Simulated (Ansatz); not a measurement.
**Tl (hcp, Mg type): energy against volume**

Tl (hcp, Mg type), conventional cell a = b = 3.6075 Å, c = 5.5767 Å, α = β = 90.00°, γ = 120.00°. The calculation uses the primitive cell of 2 atoms, to which meshes and values per cell refer.

E(V) scan at fixed shape, V₀ the volume above. Symmetry pins the atoms to their sites.

Level of theory: PBE (plane waves to 420 eV, PAW, scalar-relativistic; Ansatz, a first-principles code). k mesh 15×15×9 (Γ-centred), Fermi-Dirac smearing 0.05 eV. The energy includes the smearing's −TS. Stress and pressure are positive under compression. With the shape held, the modulus is that of even scaling; a crystal free to change shape is softer. Spin-orbit coupling is left out, though Tl is heavy. The PAW data are Ansatz's earlier set. The relaxed volume of Tl is well above the measured one; the method has no dispersion term. Tl was relaxed with its symmetry unable to fall. ΔE is measured from the relaxed starting cell.

```tsv
V (Å³/cell)	ΔE (meV/atom)	P (GPa)
52.80	98	7.5
54.47	64	5.6
56.15	38	4.1
57.82	21	2.8
59.50	9	1.7
61.18	2	0.8
62.85	0	0.0
64.53	1	-0.6
66.20	6	-1.1
67.88	13	-1.6
69.56	23	-2.0
71.23	34	-2.3
72.91	47	-2.6
```

Summary:

- Pressure at the smallest volume: 7.5 GPa
- Energy cost of the largest compression: 98 meV/atom
- Energy cost of the largest expansion: 47 meV/atom
- Bulk modulus at fixed cell shape B₀ (third-order Birch-Murnaghan fit): 26.2 GPa
- Pressure derivative B₀′ (fit): 5.5
- Equilibrium volume of the fit: 31.48 Å³/atom
- Pressure for 5 % compression (fit): 1.5 GPa

(A scan under strain: stresses follow from slopes of the energy per volume, elastic moduli from its curvatures.)
